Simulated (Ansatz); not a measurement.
Input:

Cd$_{2}$TeS:
```xyz
4
Lattice="4.3931 0.0000 0.0000 -2.1965 3.8045 0.0000 0.0000 0.0000 7.2029" Properties=species:S:1:pos:R:3 pbc="T T T"
Cd     2.1965     1.2682     3.4056
Cd     0.0000     0.0000     0.1782
Te     0.0000     0.0000     4.5409
S      2.1965     1.2682     0.8646
```

This is the r²SCAN-relaxed structure. Tensor components refer to the Cartesian frame of this cell.

Q: All from plane-wave PAW r²SCAN (Ansatz code), unless another level is named. Estimate the hole effective mass with spin–orbit coupling.

A: 0.11, 0.11, 3.3 mₑ (principal values).

Q: And the gap with spin–orbit coupling?

A: 0.23 eV.

Q: And the hole effective mass, band 1 of 2 at the edge?

A: 0.94 along x, 3.0 along z (mₑ).

Q: What about the HSE06 gap on the r²SCAN cell?

A: 0.88 eV.

Space group P3m1. The first step of the workflow began from a Materials Project structure, measured or hypothetical; the Crystallography Open Database copy checked does not list it. Its standing as an ambient phase is unchecked. The r²SCAN relaxation kept the symmetry of its start; of distortions, only those at the zone centre were tested. Spin–orbit coupling is left out wherever it is not named.

Potentials: the later of the program's two PAW sets.
